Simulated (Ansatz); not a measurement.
MgS (rock salt, Fm-3m) under volume change, the program Ansatz at the r²SCAN level (PAW), scaled uniformly.

```json
[
 {"V (Å³/atom)": "16.042", "E − E(relaxed) (meV/atom)": "41.6", "P (GPa)": "9.09"},
 {"V (Å³/atom)": "16.571", "E − E(relaxed) (meV/atom)": "?", "P (GPa)": "?"},
 {"V (Å³/atom)": "17.100", "E − E(relaxed) (meV/atom)": "4.1", "P (GPa)": "2.58"},
 {"V (Å³/atom)": "17.628", "E − E(relaxed) (meV/atom)": "0.0", "P (GPa)": "0.00"},
 {"V (Å³/atom)": "18.157", "E − E(relaxed) (meV/atom)": "?", "P (GPa)": "?"},
 {"V (Å³/atom)": "18.686", "E − E(relaxed) (meV/atom)": "14.3", "P (GPa)": "-4.14"},
 {"V (Å³/atom)": "19.215", "E − E(relaxed) (meV/atom)": "30.8", "P (GPa)": "-5.78"}
]
```

**Question.** Some entries are withheld; supply them.

**Answer.** 
- 18.157, E − E(relaxed) (meV/atom): 3.8
- 18.157, P (GPa): -2.22
- 16.571, E − E(relaxed) (meV/atom): 17.5
- 16.571, P (GPa): 5.59

**Question.** What does a third-order Birch–Murnaghan fit give for V₀, B₀ and B′?

**Answer.** V₀ = 17.63 Å³/atom, B₀ = 79.8 GPa, B′ = 4.0.

The r²SCAN relaxation kept the symmetry of its start; phonons on a q-mesh show no instability.

Potentials: the earlier of the program's two PAW sets.
